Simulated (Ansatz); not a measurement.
TaAl:
```
TaAl
1.0
    0.00000     2.62736     2.62736
    2.62736     0.00000     2.62736
    2.62736     2.62736     0.00000
Ta Al
1 1
Direct
  0.00000   0.00000   0.00000
  0.50000   0.50000   0.50000
```

Relaxed with r²SCAN. Special points in fractions of this cell's reciprocal vectors: Γ (0.000, 0.000, 0.000); X (0.500, 0.000, 0.500); U (0.625, 0.250, 0.625); K (0.375, 0.375, 0.750); L (0.500, 0.500, 0.500); W (0.500, 0.250, 0.750).

Question: List the band energies nearest the Fermi level at these points for plane-wave PAW r²SCAN (Ansatz code).

Answer: In eV from the Fermi level; about four levels below and three above (degenerate sets whole), none deeper than 8.9 eV; … stands for higher levels left out; points with the same levels are listed once.

```json
[
 {"k": "Γ", "below": "-0.46 -0.46 -0.46", "above": "0.01 0.01 …"},
 {"k": "X", "below": "-6.11 -2.70 -2.60", "above": "1.18 1.88 1.88"},
 {"k": "U", "below": "-5.41 -3.36 -2.75 -0.72", "above": "0.56 2.54 3.84"},
 {"k": "L", "below": "-5.57 -4.84 -1.89 -1.89", "above": "2.33 2.33 3.18"},
 {"k": "W", "below": "-5.22 -2.77 -2.77 -2.16", "above": "1.82 2.98 2.98"}
]
```

Space group Fm-3m (rock salt). The start of the workflow was typed in or built on a structure type; neither database checked (COD, Materials Project) lists it. Whether it is the stable phase at ambient conditions was not checked. Symmetry was held in the r²SCAN relaxation. At this level the phase is mechanically unstable. The run is not spin-polarised. Its formation energy is positive at this level, so the cell may be metastable or incomplete. Scalar-relativistic: spin–orbit coupling is off unless named, which matters more the heavier the elements.

Potentials: the later of the program's two PAW sets.
